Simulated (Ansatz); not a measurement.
**Ansatz 0.2.0, relaxation: Pt6Cl7**

Run with:

```bash
ansatz run input.yaml --threads 2 --pin off --max-ram 3584MiB --backend cpu --events-out ev --progress --plain --runs-dir out
```

Input:

```yaml
crystal:
  lattice:
    - [0.0, 3.390192, 0.0]
    - [9.193202, -1.695096, 0.0]
    - [-3.205747, 1.695096, -8.682555]
  atoms:
    - { symbol: Cl, position: [0.3958, 0.8451, 0.0535] }
    - { symbol: Cl, position: [0.6042, 0.1549, 0.9465] }
    - { symbol: Cl, position: [0.1638, 0.4909, 0.1633] }
    - { symbol: Cl, position: [0.8362, 0.5091, 0.8367] }
    - { symbol: Pt, position: [0.1305, 0.6833, 0.4223] }
    - { symbol: Pt, position: [0.8695, 0.3167, 0.5777] }
    - { symbol: Pt, position: [0.3171, 0.9927, 0.3585] }
    - { symbol: Pt, position: [0.6829, 0.0073, 0.6415] }
    - { symbol: Pt, position: [0.7736, 0.7003, 0.1531] }
    - { symbol: Pt, position: [0.2264, 0.2997, 0.8469] }
    - { symbol: Cl, position: [0.5, 0.5, 0.5] }
    - { symbol: Cl, position: [0.0524, 0.8347, 0.7299] }
    - { symbol: Cl, position: [0.9476, 0.1653, 0.2701] }
  symmetry: { tolerance: 0.0003 }
kpoints:
  mp_grid: { grid: [5, 5, 5], shift: [0, 0, 0] }
magnetization:
  spin_polarized: false
scf:
  occupations: { method: cold, width: 0.1974 }
  lower_state_search: "off"
hamiltonian:
  pseudopotentials: { kind: paw }
  xc: pbe
basis:
  ecutwfc: 420
  fft_grid_basis: typed
relax:
  max_steps: 40
  cell: { p_target: 20.0 }
  f_tol: 0.03
output:
  forces: true
  stress: true
  eigenvalues: true
  populations: true
  elf: true
  write_potential: true
  volumetric_format: npy
  dos:
    e_range: [-12, 8]
    de: 0.05
    projected: { site_lists: { Cl: [Cl], Pt: [Pt] } }
  write_density: true
  bader: false
checkpoint:
  read: saved_state
```

Origin of the cell: a known structure type with other elements, at an estimated volume, so it need not be a known compound.

The saved state is a converged single point of the same cell.

Steps («new basis» is an SCF on plane waves selected anew at the same cell):

```json
{"step": "1", "ΔH (meV/atom)": "0.0", "max force component (eV/Å)": "1.287", "P (GPa)": "-6.70", "volume (Å³)": "270.61", "SCF iterations": "10", "step was": "accepted"}
{"step": "2", "ΔH (meV/atom)": "-397.0", "max force component (eV/Å)": "1.802", "P (GPa)": "5.10", "volume (Å³)": "236.45", "SCF iterations": "11", "step was": "accepted"}
{"step": "3", "ΔH (meV/atom)": "-527.0", "max force component (eV/Å)": "1.071", "P (GPa)": "24.66", "volume (Å³)": "209.99", "SCF iterations": "10", "step was": "accepted"}
{"step": "4", "ΔH (meV/atom)": "-559.2", "max force component (eV/Å)": "0.630", "P (GPa)": "20.86", "volume (Å³)": "208.93", "SCF iterations": "8", "step was": "accepted"}
{"step": "5", "ΔH (meV/atom)": "-589.1", "max force component (eV/Å)": "0.714", "P (GPa)": "20.86", "volume (Å³)": "207.06", "SCF iterations": "8", "step was": "accepted"}
{"step": "6", "ΔH (meV/atom)": "-617.0", "max force component (eV/Å)": "1.047", "P (GPa)": "18.72", "volume (Å³)": "208.97", "SCF iterations": "8", "step was": "accepted"}
{"step": "7", "ΔH (meV/atom)": "-650.4", "max force component (eV/Å)": "1.214", "P (GPa)": "18.30", "volume (Å³)": "210.63", "SCF iterations": "8", "step was": "accepted"}
{"step": "8", "ΔH (meV/atom)": "-678.1", "max force component (eV/Å)": "1.066", "P (GPa)": "20.47", "volume (Å³)": "213.14", "SCF iterations": "11", "step was": "accepted"}
{"step": "9", "ΔH (meV/atom)": "-674.4", "max force component (eV/Å)": "1.149", "P (GPa)": "22.69", "volume (Å³)": "214.49", "SCF iterations": "11", "step was": "rejected"}
{"step": "10", "ΔH (meV/atom)": "-700.5", "max force component (eV/Å)": "0.418", "P (GPa)": "18.20", "volume (Å³)": "213.75", "SCF iterations": "15", "step was": "accepted"}
{"step": "11", "ΔH (meV/atom)": "-708.8", "max force component (eV/Å)": "0.162", "P (GPa)": "19.01", "volume (Å³)": "213.50", "SCF iterations": "9", "step was": "accepted"}
{"step": "12", "ΔH (meV/atom)": "-710.4", "max force component (eV/Å)": "0.161", "P (GPa)": "19.01", "volume (Å³)": "212.86", "SCF iterations": "7", "step was": "accepted"}
{"step": "13", "ΔH (meV/atom)": "-710.2", "max force component (eV/Å)": "0.151", "P (GPa)": "21.24", "volume (Å³)": "210.41", "SCF iterations": "7", "step was": "rejected"}
{"step": "14", "ΔH (meV/atom)": "-711.0", "max force component (eV/Å)": "0.026", "P (GPa)": "20.03", "volume (Å³)": "211.84", "SCF iterations": "10", "step was": "accepted"}
{"step": "15", "ΔH (meV/atom)": "-711.0", "max force component (eV/Å)": "0.025", "P (GPa)": "19.98", "volume (Å³)": "211.89", "SCF iterations": "7", "step was": "accepted"}
{"step": "16", "ΔH (meV/atom)": "-711.1", "max force component (eV/Å)": "0.008", "P (GPa)": "20.01", "volume (Å³)": "211.82", "SCF iterations": "7", "step was": "accepted"}
{"step": "17", "ΔH (meV/atom)": "-710.1", "max force component (eV/Å)": "0.007", "P (GPa)": "20.01", "volume (Å³)": "211.82", "SCF iterations": "7", "step was": "new basis"}
```

The starting structure.

Space group C2/m (No. 12); the run's cell has a = 3.390 Å, b = 9.348 Å, c = 9.409 Å, α = 111.57°, β = 79.62°, γ = 100.45°. Shortest distances: Cl–Pt 2.44 Å, Pt–Pt 3.06 Å, Cl–Cl 3.32 Å.

After:

Space group C2/m (No. 12); the run's cell has a = 3.299 Å, b = 8.568 Å, c = 8.234 Å, α = 110.38°, β = 78.45°, γ = 101.10°. Shortest distances: Cl–Pt 2.22 Å, Pt–Pt 2.56 Å, Cl–Cl 2.90 Å.

```
CELL_PARAMETERS angstrom
0.00000 3.29860 0.00000
8.40593 -1.64930 -0.18014
-2.76109 1.64930 -7.58001
ATOMIC_POSITIONS crystal
Cl 0.40005 0.83378 0.03367
Cl 0.59995 0.16622 0.96633
Cl 0.16418 0.47261 0.14426
Cl 0.83582 0.52739 0.85574
Pt 0.13930 0.67816 0.39955
Pt 0.86070 0.32184 0.60045
Pt 0.32264 0.05717 0.41189
Pt 0.67736 0.94283 0.58811
Pt 0.78706 0.78691 0.21280
Pt 0.21294 0.21309 0.78720
Cl 0.50000 0.50000 0.50000
Cl 0.04531 0.82681 0.73619
Cl 0.95469 0.17319 0.26381
```

```yaml
Enthalpy_lowered_by: 710.1 meV/atom
Volume_change: -21.72 %
Final_pressure: 20.01 GPa
Relaxation_steps_listed: 17
```

Caveats: no moments, though an odd count or open d shells may carry them; no spin-orbit coupling, though heavy elements are present; the k mesh is coarse if the cell is a metal; the relaxation held the start's symmetry, so the end may be a saddle point; wide smearing.

The run took 13 min on 2 threads of Arm Neoverse V1 (shared host), peak memory 1.1 GiB, from a saved density.
